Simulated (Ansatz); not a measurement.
KTaO3 (cubic perovskite, space group No. 221) at seven volumes, DFT-PBE in the program Ansatz with PAW potentials, scaled uniformly. One row is withheld.

```json
[
 {"V (Å³/atom)": "11.863", "P (GPa)": "21.88"},
 {"V (Å³/atom)": "12.254", "P (GPa)": "13.36"},
 {"V (Å³/atom)": "12.645", "P (GPa)": "6.13"},
 {"V (Å³/atom)": "13.036", "P (GPa)": "-0.01"},
 {"V (Å³/atom)": "13.427", "P (GPa)": "?"},
 {"V (Å³/atom)": "13.818", "P (GPa)": "-9.63"},
 {"V (Å³/atom)": "14.209", "P (GPa)": "-13.37"}
]
```

Fit the shown pressures and predict the withheld one.

P = (3/2)B₀(x^(7/2) − x^(5/2))[1 + (3/4)(B′ − 4)(x − 1)] with x = (V₀/V)^(2/3). Least squares on the six rows gives V₀ = 13.036 Å³/atom, B₀ = 188 GPa, B′ = 4.46. At V = 13.427, x = 0.9805 and P = -5.20 GPa. The run itself gave -5.21 GPa.

Space group Pm-3m (cubic perovskite). The cell was relaxed with PBE under the symmetry of its start. At this level the phase is dynamically unstable (imaginary phonons). The run is not spin-polarised. Scalar-relativistic: spin–orbit coupling is off unless named, which matters more the heavier the elements.

Potentials: the later of the program's two PAW sets.
